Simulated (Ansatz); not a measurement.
Fe (bcc (W type), Im-3m) at seven volumes, DFT-PBE+D3(BJ) in the program Ansatz with PAW potentials, scaled uniformly. One row is withheld.

```tsv
V (Å³/atom)	P (GPa)
10.036	25.65
10.367	15.79
10.698	7.13
11.029	-0.01
11.360	-5.39
11.691	?
12.022	-14.33
```

Fit the shown pressures and predict the withheld one.

P = (3/2)B₀(x^(7/2) − x^(5/2))[1 + (3/4)(B′ − 4)(x − 1)] with x = (V₀/V)^(2/3). Least squares on the six rows gives V₀ = 11.040 Å³/atom, B₀ = 210 GPa, B′ = 5.25. At V = 11.691, x = 0.9625 and P = -10.35 GPa. The run itself gave -10.10 GPa.

The cell was relaxed with PBE+D3(BJ) under the symmetry of its start. Magnetic state: ferromagnetic, chosen from 3 collinear starts compared on coarse meshes (ties went to the first, and starts can fall back to one state), not a proven ground state. Textbook magnetic order: ferromagnetic. The pairwise dispersion correction was not fitted to metals.

Potentials: the earlier of the program's two PAW sets.
